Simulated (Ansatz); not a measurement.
The relaxed structure here is a generated cell of ZnSnN2: the first start was made by a random draw of sites in a space group, and the end was not matched to a known phase here, so it may be hypothetical.

The end point of a relaxation of ZnSnN2. Space group P4/mmm (No. 123). All values below come from PBEsol (plane waves to 420 eV, PAW, scalar-relativistic; Ansatz, a quantum-chemistry and plane-wave program).

```cif
data_N4Sn2Zn2
_chemical_formula_sum 'N4 Sn2 Zn2'
_space_group_name_H-M_alt 'P4/mmm'
_space_group_IT_number 123
_space_group_name_Hall '-P 4 2'
_cell_length_a 5.01623
_cell_length_b 5.01623
_cell_length_c 7.00443
_cell_angle_alpha 90.000
_cell_angle_beta 90.000
_cell_angle_gamma 90.000
loop_
_atom_site_label
_atom_site_type_symbol
_atom_site_symmetry_multiplicity
_atom_site_Wyckoff_symbol
_atom_site_fract_x
_atom_site_fract_y
_atom_site_fract_z
_atom_site_occupancy
N1 N 1 c 0.50000 0.50000 0.00000 1
N2 N 2 g 0.00000 0.00000 0.24888 1
N3 N 1 d 0.50000 0.50000 0.50000 1
Sn1 Sn 2 f 0.00000 0.50000 0.00000 1
Zn1 Zn 1 a 0.00000 0.00000 0.00000 1
Zn2 Zn 1 b 0.00000 0.00000 0.50000 1
```

### Question
What magnetic moment does PBEsol give?

### Answer
Net 0.37 μB/atom, ferromagnetic.

Spin state reached: ferromagnetic (net 0.37 μB/atom); other spin orders were not run from this start.

The run could not lose the symmetry of its start: the end is stationary, and may be a saddle point rather than a minimum.
